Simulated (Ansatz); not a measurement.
A geometry of Cu₂SiTe₃ away from equilibrium: step 2 of the relaxation of a relaxed Cu2SiTe3 cell shaken by Gaussian noise of σ = 0.08 Å a coordinate. Calculation: r2SCAN (plane waves to 500 eV, PAW, scalar-relativistic; Ansatz, a first-principles code). Γ-centred k-mesh 3×3×3 on the run's cell (coarser than for final values), Fermi–Dirac smearing 0.05 eV.

```xyz
12
Lattice="3.6070 -6.2862 0.0273 3.5957 6.2797 -0.0220 -2.3435 -0.0247 6.8214" Properties=species:S:1:pos:R:3:forces:R:3 pbc="T T T" free_energy=-69773.189 pressure_GPa=0.7
Si     4.2458    -1.0886     0.1404    0.2810    0.3912   -0.0405
Si     3.0748     1.0342     3.5206   -0.1057    0.1129    0.0462
Cu     1.7533    -5.2460     6.7241    0.0902    0.0785    0.2317
Cu     3.0890     5.0912     3.3045   -0.0590    0.0588    0.1944
Cu     1.8499     3.0959     6.8131    0.1972   -0.2459    0.0405
Cu     3.0818    -3.2026     3.4181   -0.0572   -0.1560    0.0737
Te     2.9514     1.0770     0.9215   -0.0366   -0.2682   -0.2949
Te     1.9071    -1.1283     4.3221   -0.5372    0.0182    0.0200
Te     3.0898     5.1959     0.7840   -0.3495    0.3178    0.1408
Te     1.8713    -5.3557     4.2135    0.4381    0.3137   -0.0574
Te     3.0119    -3.0987     0.8959   -0.1369   -0.3958   -0.1075
Te     1.8297     3.0913     4.3065    0.2754   -0.2251   -0.2468
```

Positions in Å, forces in eV/Å, free energy of the cell in eV (comparable only within this code, potentials and settings). Largest force: 0.54 eV/Å, on Te8, Te10 (atoms numbered as listed); the geometry lies 0.01 eV/atom above the end of its relaxation.

No spin polarisation in the result.

The cell that was disturbed is our relaxation of an entry of Materials Project.
